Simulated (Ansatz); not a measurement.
Density of states of a Mn3Be2Zn2CdTe8 cell (elements on a zinc blende lattice, relaxed), per eV and atom, broadened by Gaussian smearing of width 0.1 eV and averaged over bins of 0.2 eV, from 8 eV under the Fermi level at most up to where the solved bands end.

Theory: DFT PBE, scalar-relativistic, plane waves, PAW in Ansatz 0.2.0.

Plane waves to 420 eV, a k mesh through Γ of 5×5×5 on the computed 16-atom cell and Gaussian smearing (0.02 eV); collinear spin from starting moments 0 0 4.56 4.56 -4.44 0 0 0 0 0 0 0 0 0 0 0 μB.

```xyz
16
Lattice="-6.0415 6.0617 -0.0661 -6.0409 -0.0655 6.0604 0.1687 6.1643 6.1637" Properties=species:S:1:pos:R:3 pbc="T T T"
Be   -5.9601    9.1309    3.0086
Be   -5.9676    6.0515    6.0566
Mn   -3.0444    3.0656    0.0475
Mn   -3.0448    0.0432    3.0711
Mn   -5.9449    2.9896    2.9917
Zn   -8.9584    6.0388    9.1126
Zn   -8.9587    9.1066    6.0447
Cd  -12.0500    5.9905    5.9937
Te  -10.5265    7.6621    7.6670
Te   -7.3295    4.5203    7.5931
Te   -7.3298    7.5887    4.5255
Te  -10.4774   10.4440   10.4469
Te   -4.5083    4.6285    4.6336
Te   -7.4743    7.6799   10.5956
Te   -7.4760   10.5929    7.6837
Te   -4.5174    7.4889    7.4928
```

| E − E_F (eV) | total | Te 5p | Mn 3d | Zn 3d | Zn 4s |
| --- | --- | --- | --- | --- | --- |
| -7.65 | 0.177 | 0.005 | 0.000 | 0.170 | 0.000 |
| -7.45 | 3.973 | 0.084 | 0.002 | 3.846 | 0.003 |
| -7.25 | 2.088 | 0.032 | 0.001 | 2.027 | 0.001 |
| -7.05 | 0.012 | 0.000 | 0.000 | 0.012 | 0.000 |
| -6.85 | 0.000 | 0.000 | 0.000 | 0.000 | 0.000 |
| -6.65 | 0.000 | 0.000 | 0.000 | 0.000 | 0.000 |
| -6.45 | 0.000 | 0.000 | 0.000 | 0.000 | 0.000 |
| -6.25 | 0.000 | 0.000 | 0.000 | 0.000 | 0.000 |
| -6.05 | 0.000 | 0.000 | 0.000 | 0.000 | 0.000 |
| -5.85 | 0.004 | 0.002 | 0.000 | 0.000 | 0.001 |
| -5.65 | 0.105 | 0.068 | 0.001 | 0.001 | 0.027 |
| -5.45 | 0.518 | 0.326 | 0.009 | 0.003 | 0.112 |
| -5.25 | 0.778 | 0.485 | 0.017 | 0.006 | 0.122 |
| -5.05 | 0.669 | 0.426 | 0.024 | 0.006 | 0.048 |
| -4.85 | 0.585 | 0.374 | 0.041 | 0.005 | 0.024 |
| -4.65 | 0.622 | 0.405 | 0.059 | 0.004 | 0.017 |
| -4.45 | 0.554 | 0.372 | 0.066 | 0.003 | 0.007 |
| -4.25 | 0.443 | 0.283 | 0.089 | 0.002 | 0.003 |
| -4.05 | 0.473 | 0.275 | 0.152 | 0.002 | 0.002 |
| -3.85 | 0.947 | 0.524 | 0.353 | 0.005 | 0.004 |
| -3.65 | 1.502 | 0.721 | 0.684 | 0.007 | 0.007 |
| -3.45 | 1.402 | 0.636 | 0.676 | 0.008 | 0.007 |
| -3.25 | 1.175 | 0.552 | 0.537 | 0.007 | 0.008 |
| -3.05 | 1.033 | 0.588 | 0.362 | 0.006 | 0.008 |
| -2.85 | 1.149 | 0.741 | 0.312 | 0.007 | 0.007 |
| -2.65 | 1.054 | 0.715 | 0.251 | 0.007 | 0.006 |
| -2.45 | 0.926 | 0.641 | 0.210 | 0.006 | 0.004 |
| -2.25 | 0.929 | 0.674 | 0.185 | 0.006 | 0.004 |
| -2.05 | 0.960 | 0.681 | 0.202 | 0.007 | 0.005 |
| -1.85 | 0.970 | 0.680 | 0.210 | 0.007 | 0.003 |
| -1.65 | 0.773 | 0.552 | 0.159 | 0.006 | 0.002 |
| -1.45 | 0.629 | 0.442 | 0.136 | 0.005 | 0.002 |
| -1.25 | 0.499 | 0.325 | 0.134 | 0.003 | 0.001 |
| -1.05 | 0.445 | 0.292 | 0.119 | 0.002 | 0.001 |
| -0.85 | 0.323 | 0.223 | 0.079 | 0.001 | 0.000 |
| -0.65 | 0.185 | 0.130 | 0.045 | 0.001 | 0.000 |
| -0.45 | 0.035 | 0.024 | 0.009 | 0.000 | 0.000 |
| -0.25 | 0.001 | 0.001 | 0.000 | 0.000 | 0.000 |
| -0.05 | 0.000 | 0.000 | 0.000 | 0.000 | 0.000 |
| 0.15 | 0.000 | 0.000 | 0.000 | 0.000 | 0.000 |
| 0.35 | 0.071 | 0.003 | 0.057 | 0.000 | 0.001 |
| 0.55 | 0.637 | 0.025 | 0.516 | 0.000 | 0.011 |
| 0.75 | 1.171 | 0.062 | 0.939 | 0.000 | 0.025 |

The columns after the total are the largest Löwdin projections on the valence shells of the potentials, so they needn't add up, and the weight of a shell that a potential lacks goes to other orbitals. The cell has a gap on the mesh of 0.83 eV.

Spin-orbit coupling is left out, which matters for the bands of heavy elements. An odd mesh misses points on the zone edge, so a gap read on it can be too wide.

Cost: 2 runs of about 36 core-minutes in all (earlier runs that led there not counted), on Intel Xeon Platinum 8259CL (Skylake/Cascade Lake) (shared hosts).